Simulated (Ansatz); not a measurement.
# ZnCu from its elements: all-electron against pseudopotential results

```yaml
crystal:
  lattice:
    - [2.96324, 0.00000, 0.00000]
    - [0.00000, 2.96324, 0.00000]
    - [0.00000, 0.00000, 2.96324]
  atoms:
    - { symbol: Zn, position: [0.50000, 0.50000, 0.50000] }
    - { symbol: Cu, position: [0.00000, 0.00000, 0.00000] }
```

The cell comes from a relaxation on PAW files under the same functional, begun from a database entry that needn't be the ground state.

Level of theory: DFT with PBE, scalar-relativistic, in Ansatz 0.2.0; a Γ-centred 14×14×14 k mesh, Fermi–Dirac smearing of 0.05 eV, no spin polarisation. LAPW: all electrons, basis error target 0.5 meV/atom; PAW: frozen-core files, cutoff 420 eV; crystal datasets: all electrons, by PAW datasets that the program makes for each cell.

The elements are taken as Cu fcc, Zn hcp, each relaxed on PAW files under the same functional and computed by the same method as the compound; zero-point and thermal terms are left out.

What is the formation energy by LAPW, and how far do the other methods lie from it?

-0.091 eV/atom; PAW -0.2 meV/atom; crystal datasets 0.0 meV/atom. The compound is bound against these elements; other compounds of the system weren't compared.

Give the LAPW value for one formula unit in kJ/mol.

-0.091 eV/atom × 2 atoms × 96.485 kJ/(mol·eV) = -17.6 kJ/mol, at zero temperature and without zero-point motion.
